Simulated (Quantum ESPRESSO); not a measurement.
Solid-state NMR card for MgSe (changed cell)

```yaml
crystal:
  lattice:
    - [0.00000, 2.72006, 2.76106]
    - [2.72006, 0.00000, 2.76106]
    - [2.72006, 2.72006, 0.00000]
  atoms:
    - { symbol: Mg, position: [0.00000, 0.00000, 0.00000] }
    - { symbol: Se, position: [0.50000, 0.50000, 0.50000] }
```
The cell was made here from a computed Materials Project entry: strained by +1 % along the cube axis and by -0.5 % across it, atoms relaxed (PBE without dispersion, pw.x of a modified build of Quantum ESPRESSO, symmetry kept). The parent is MgSe in Fm-3m; whether this form has been observed was not checked. Stability against distortions was not tested.

Computed: shieldings by GIPAW with PBE in Quantum ESPRESSO, on JTH PAW datasets, 20 Ha, k-mesh 6×6×6 shifted, f-sum rule met within 0.011 %.

```json
[
 {"site": "Mg (atom 1)", "site symmetry": "4/mmm", "σ_iso (ppm)": "568", "span Ω (ppm)": "1"},
 {"site": "Se (atom 2)", "site symmetry": "4/mmm", "σ_iso (ppm)": "1826", "span Ω (ppm)": "20"}
]
```

Ω = σ33 − σ11 of the symmetric part; where symmetry doesn't make it nil, it is less certain than σ_iso.

These are absolute shieldings with no macroscopic susceptibility term; δ = σ_ref − σ needs a reference computed alike. In our sweeps, cutoffs and meshes of this size left a few ppm, and up to some 20 ppm on atoms from Zn on. No spin–orbit coupling; Se is the heaviest element present. No d partial waves on Mg, Se: the paramagnetic term there is incompletely reconstructed.
